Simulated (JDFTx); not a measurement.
System: boroxine, B3H3O3 (SMILES B1OBOBO1), charge 0, multiplicity 1; geometry: optimised with GFN2-xTB in vacuum (one conformer, no frequencies checked; largest PBE force component 0.9 eV/Å). Coordinates in Å:
```xyz
9

B     -1.305     1.269     0.001
O      0.030     1.530     0.000
B      0.926     0.507     0.000
O      0.485    -0.780     0.000
B     -0.849    -1.044     0.000
O     -1.743    -0.018     0.001
H     -2.074     2.151    -0.001
H      2.074     0.733     0.000
H     -1.228    -2.151    -0.001
```

Level of theory: PBE, GBRV ultrasoft potentials, plane waves to 20/100 Ha; code: JDFTx (a modified build). Liquid: CANDLE, water, 1 M KCl. The liquid run sits in a periodic box with 3.75 Å from the outermost atoms to the faces; the vacuum run is isolated. The box matters at about 0.01 eV. ΔG_solv is the difference of the two single-point energies, liquid minus vacuum; no corrections are added.

The values are those of the intact species: the continuum can't coordinate to it or react with it.

Question: Estimate the solvation energy and its parts.

Answer: 
* **solvation energy**: -0.07 eV
* **part: cavitation term of the fluid**: 0.52 eV
* **part: dispersion term of the fluid**: -0.42 eV
* **part: electrostatic term of the fluid**: -0.20 eV
* **part: distortion of the solute's electrons**: 0.03 eV
* **highest occupied level in vacuum (zero: vacuum level)**: -8.04 eV
* **highest occupied level in the liquid (zero: bulk electrolyte)**: -7.79 eV
